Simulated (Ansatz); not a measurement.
BP:
Space group P6₃/mmc (No. 194); a = 3.200 Å, b = 3.200 Å, c = 7.591 Å, α = 90.00°, β = 90.00°, γ = 120.00°

| atom | site | symmetry | x | y | z |
|---|---|---|---|---|---|
| B | 2c | -6m2 | 0.3333 | 0.6667 | 0.2500 |
| P | 2d | -6m2 | 0.6667 | 0.3333 | 0.2500 |

Relaxed at zero pressure with PBE+D3(BJ) (plane waves, PAW; program Ansatz).

Task: The volume is raised by 9 % and shape and atoms relax at that volume. What pressure results, and how do the axes share the change?

Result: -1.0 GPa; a 0.3 %, b 0.3 %, c 8.4 %; the energy rises by 5 meV/atom.

Task: Give the new structure.

Result: 
Space group P6₃/mmc (No. 194); a = b = 3.2083 Å, c = 8.2323 Å, α = β = 90.00°, γ = 120.00°

```tsv
atom	site	symmetry	x	y	z
B	2c	-6m2	0.3333	0.6667	0.2500
P	2d	-6m2	0.6667	0.3333	0.2500
```

The phase is kept; no other phase was compared at this pressure.

Space group P6_3/mmc. The start of the workflow was typed in or built on a structure type; neither database checked (COD, Materials Project) lists it. It is not the phase usual at ambient conditions (space group No. 216). The PBE+D3(BJ) relaxation kept the symmetry of its start; its stability against distortions is not shown here.

Potentials: the earlier of the program's two PAW sets.
